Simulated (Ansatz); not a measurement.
Data:

CdS (wurtzite)

```xyz
4
Lattice="4.1962 0.0000 0.0000 -2.0981 3.6340 0.0000 0.0000 0.0000 6.8295" Properties=species:S:1:pos:R:3 pbc="T T T"
Cd     0.0000     2.4227     6.8238
Cd     2.0981     1.2113     3.4091
S      0.0000     2.4227     2.5654
S      2.0981     1.2113     5.9802
```

In this cell atom 1 (Cd, nearest neighbour S at 2.565 Å; its periodic images, 4.2 Å or more away, move with it) is moved by s along Cartesian z, unit vector (0.000, 0.000, 1.000); all other atoms and the cell stay fixed.

All values below come from PBE (plane waves to 420 eV, PAW, scalar-relativistic; Ansatz, a first-principles code). k mesh 7×7×4 (Γ-centred), Fermi-Dirac smearing 0.05 eV. Energies are smeared free energies. CdS was relaxed with its symmetry unable to fall. ΔE is measured from the undisplaced structure.

The scan covers s from -0.510 to 0.510 Å in 11 points.

**Question.** Is the energy the same for displacements of ±0.510 Å, and if not, which side lies higher?

**Answer.** Not even: the positive side lies higher at ±0.510 Å. With its periodic images moving along, the atom's site symmetry in this cell is 3m..

**Question.** What is the energy change at s = 0.510 Å?

**Answer.** 1485 meV/cell.

**Question.** What force acts on the atom along the line at s = -0.510 Å?

**Answer.** 1.02 eV/Å.

**Question.** What is the force constant k = d²E/ds² of this move at s = 0?

**Answer.** 5.78 eV/Å².

(A displaced cell: forces are minus the slopes of the energy, force constants its curvatures, and phonons follow from these.)
